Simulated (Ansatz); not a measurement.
Input:

AlP:
```xyz
2
Lattice="0.0000 2.7539 2.7539 2.7539 0.0000 2.7539 2.7539 2.7539 0.0000" Properties=species:S:1:pos:R:3 pbc="T T T"
P      4.1308     4.1308     4.1308
Al     0.0000     0.0000     0.0000
```

This is the PBE-relaxed structure. Cartesian axes are those of the cell as given.

Problem. All from PBE (plane waves, PAW; program Ansatz), unless another level is named. Give the Poisson's ratio.

Solution. 0.26.

Problem. What about the piezoelectric stress constants (proper, relaxed ions, C/m²)?

Solution. e14 = e25 = e36 = 0.02.

Problem. Predict the zero-point energy.

Solution. 55.2 meV/atom.

Problem. Next, the highest zone-centre frequency (without LO–TO term)?

Solution. 52.9 meV.

Space group F-43m (zinc blende). Symmetry was held in the PBE relaxation; phonons on a q-mesh show no instability.

Potentials: the later of the program's two PAW sets.
